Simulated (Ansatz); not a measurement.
Values for one crystal, relaxed and computed with plane-wave PAW r²SCAN (Ansatz code); other levels are named.

| Item | Result |
|---|---|
| Volume per atom | 20.10 Å³ |
| Electronic character | metallic (no gap) |
| Formation energy from the elements (no fitted shifts) | -0.23 eV/atom |
| Density of states at the Fermi level | 0.55 states/eV per atom (mean over ±0.08 eV) |

### Question
Pick the material that matches.
A) GePd2, P-62m (Ge on 2c, Ge on 1b, Pd on 3g, Pd on 3f)
B) YGe, Cmcm (Y on 4c, Ge on 4c)
C) Hf9GeMo4, P6_3/mmc (Pearson symbol hP28)
D) CeCo2Ge2, I4/mmm (Ce on 2a, Co on 4d, Ge on 4e)

### Answer
C, Hf9GeMo4, P6_3/mmc (Pearson symbol hP28)

The workflow started from a Materials Project entry (that database holds measured and hypothetical structures alike); the Crystallography Open Database copy checked does not list it. Whether it is the stable phase at ambient conditions was not checked. The r²SCAN relaxation kept the symmetry of its start; whether a distortion lowers the energy is not shown. No spin polarisation was allowed. The references are the lowest solids computed at this level, not always the standard phases. Scalar-relativistic: spin–orbit coupling is off unless named, which matters more the heavier the elements.

Potentials: the later of the program's two PAW sets.
